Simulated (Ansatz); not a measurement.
YSi2:
```xyz
6
Lattice="2.7850 2.7843 0.0000 -2.7850 2.7843 0.0000 -2.7797 0.0000 7.2233" Properties=species:S:1:pos:R:3 pbc="T T T"
Y     -0.6949     4.8715     1.8058
Y     -2.0848     0.6970     5.4175
Si    -0.6943     2.0876     2.9901
Si    -2.0854     3.4810     4.2333
Si    -0.6955     2.0876     0.6216
Si    -2.0842     3.4810     6.6017
```

Relaxed with PBEsol. Special points in fractions of this cell's reciprocal vectors: Γ (0.000, 0.000, 0.000); A (0.000, 0.000, 0.500); I2 (0.463, 0.463, 0.500); I (-0.463, 0.537, 0.500); M2 (-0.500, 0.500, 0.500); Y (0.500, 0.500, 0.000); L2 (0.000, 0.500, 0.500); V2 (0.000, 0.500, 0.000).

Task: List the band energies nearest the Fermi level at these points for plane-wave PAW PBEsol with spin–orbit coupling (Ansatz code).

Result: In eV from the Fermi level; about four levels below and three above (degenerate sets whole), none deeper than 8.9 eV; points with the same levels are listed once.

```
k                     below                above
--  -----------------------  -------------------
Γ   -0.82 -0.82 -0.41 -0.41  1.00 1.00 1.65 1.65
A   -2.14 -2.14 -2.14 -2.14  1.01 1.01 1.01 1.01
I2  -3.02 -3.02 -3.00 -3.00  0.00 0.00 0.00 0.00
M2  -3.06 -3.06 -3.06 -3.06  0.02 0.02 0.02 0.02
Y   -3.07 -3.07 -3.06 -3.06  0.02 0.02 0.02 0.02
L2  -0.62 -0.62 -0.20 -0.20  0.72 0.72 1.53 1.53
V2  -0.62 -0.62 -0.19 -0.19  0.73 0.73 1.52 1.52
```

Space group I4_1/amd. The first step of the workflow began from a Materials Project structure, measured or hypothetical; the Crystallography Open Database copy checked does not list it. COD files the formula under space group No. 191, so this cell is another polymorph or a model. Its standing as an ambient phase is unchecked. The cell was relaxed with PBEsol under the symmetry of its start; of distortions, only those at the zone centre were tested. The run is not spin-polarised. Point labels and valley counts follow the cell and symmetry of the run, lower than the named group.

Potentials: the later of the program's two PAW sets.
